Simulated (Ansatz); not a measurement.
**AlRu: zone-centre modes under pressure**

AlRu, Pm-3m, a = 2.956 Å. The structure is a COD entry; whether it is the stable form wasn't checked. Ansatz: LDA, PAW, 420 eV, Γ-centred 14×14×14 mesh on 2 atoms, Fermi-Dirac smearing 0.15 eV; no spin polarisation. Cell and atoms are relaxed at each pressure with the symmetry kept; optical modes at Γ by linear response, in cm⁻¹, the highest.

| P (GPa) | V (Å³/atom) | ω1 |
| --- | --- | --- |
| 0 | 12.910 | 323.5 |
| 7 | 12.547 | 342.0 |
| 18 | 12.068 | 367.4 |
| 35 | 11.476 | ? |

**Question.** Get the mode's Grüneisen parameter γ = −d ln ω/d ln V from the other rows and predict the missing frequency.

**Answer.** ln(V/V0) = 0.0000, -0.0285, -0.0674, -0.1177; a line through ln(ω/ω0) of the 3 known rows gives ω1: γ = 1.885 (intercept 0.0007), predicted 404.1, computed 400.7. The miss is 0.9 %, or 4 % of the shift under pressure, so a constant γ serves at that level. In a metal these frequencies hang on the mesh and smearing.

Cost: 4 runs of about 3.4 core-minutes in all, on Intel Xeon Processor @ 2.50GHz (Skylake/Cascade Lake) (shared hosts).